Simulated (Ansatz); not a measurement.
Hf (hcp, Mg type)

Space group P6₃/mmc (No. 194); a = 3.198 Å, b = 3.198 Å, c = 5.047 Å, α = 90.00°, β = 90.00°, γ = 120.00°

```json
[
 {"atom": "Hf", "site": "2d", "symmetry": "-6m2", "x": "0.6667", "y": "0.3333", "z": "0.2500"}
]
```

The relaxed cell is deformed in two ways at once: its volume V is scaled, and at that volume it is stretched along z (the c axis of the conventional cell) so that c/a changes. Fractional atomic positions are held.

All values below come from r2SCAN (plane waves to 500 eV, PAW, scalar-relativistic; Ansatz, a quantum-chemistry and plane-wave program). k mesh 17×17×9 (Γ-centred), Fermi-Dirac smearing 0.05 eV. E stands for the smeared free energy. With partly filled bands, the response to shear is sensitive to the k mesh, so small differences along c/a are uncertain. Hf is run without spin polarisation. Hf was relaxed with its symmetry unable to fall. Spin-orbit coupling is left out, though Hf is heavy. The last digit holds for this mesh only.

Changes of ΔE (meV/atom) from the point V/V₀ = 1.000, (c/a)/(c/a)₀ = 1.000 when one coordinate moves alone (two changes are said to add if the coupling is within 5 % of the smaller one, nearly so within 20 %):

```tsv
point	change
V/V₀ = 1.000, (c/a)/(c/a)₀ = 0.880	99.3
V/V₀ = 1.000, (c/a)/(c/a)₀ = 0.920	43.2
V/V₀ = 1.000, (c/a)/(c/a)₀ = 0.960	10.6
V/V₀ = 0.960, (c/a)/(c/a)₀ = 1.000	13.1
V/V₀ = 0.973, (c/a)/(c/a)₀ = 1.000	5.7
V/V₀ = 0.987, (c/a)/(c/a)₀ = 1.000	1.4
V/V₀ = 1.013, (c/a)/(c/a)₀ = 1.000	1.3
V/V₀ = 1.027, (c/a)/(c/a)₀ = 1.000	5.3
V/V₀ = 1.040, (c/a)/(c/a)₀ = 1.000	11.7
V/V₀ = 1.000, (c/a)/(c/a)₀ = 1.040	10.1
V/V₀ = 1.000, (c/a)/(c/a)₀ = 1.080	38.3
V/V₀ = 1.000, (c/a)/(c/a)₀ = 1.120	82.8
```

Question: What is the change at V/V₀ = 0.960, (c/a)/(c/a)₀ = 0.960, where both move, and how far is it from the sum?

Answer: The sum of the single changes is 13.1 + (10.6) = 23.7; the calculation gives 24.3, so the coupling contributes 0.6 (under 20 % of the smaller single change, nearly additive).

(A scan under strain: stresses follow from slopes of the energy per volume, elastic moduli from its curvatures.)
